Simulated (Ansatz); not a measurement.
NiGe in space group Pnma (No. 62; Ni on 4c, Ge on 4c) under volume change, PBEsol (plane waves, PAW; program Ansatz), shape and atoms relaxed at each volume.

| V (Å³/atom) | E − E(relaxed) (meV/atom) | P (GPa) |
|---|---|---|
| 11.924 | 60.6 | 18.04 |
| 12.317 | 25.3 | 10.94 |
| 12.710 | [?] | [?] |
| 13.103 | 0.0 | 0.00 |
| 13.496 | 5.3 | -4.17 |
| 13.889 | 19.8 | -7.62 |
| 14.282 | [?] | [?] |

Problem. Complete the blanks.

Solution. 
- 12.710, E − E(relaxed) (meV/atom): 6.0
- 12.710, P (GPa): 5.00
- 14.282, E − E(relaxed) (meV/atom): 42.3
- 14.282, P (GPa): -10.58

Problem. What does a third-order Birch–Murnaghan fit give for V₀, B₀ and B′?

Solution. V₀ = 13.10 Å³/atom, B₀ = 152 GPa, B′ = 4.9.

The cell was relaxed with PBEsol under the symmetry of its start. The workflow began spin-polarised and lost its moments.

Potentials: the later of the program's two PAW sets.
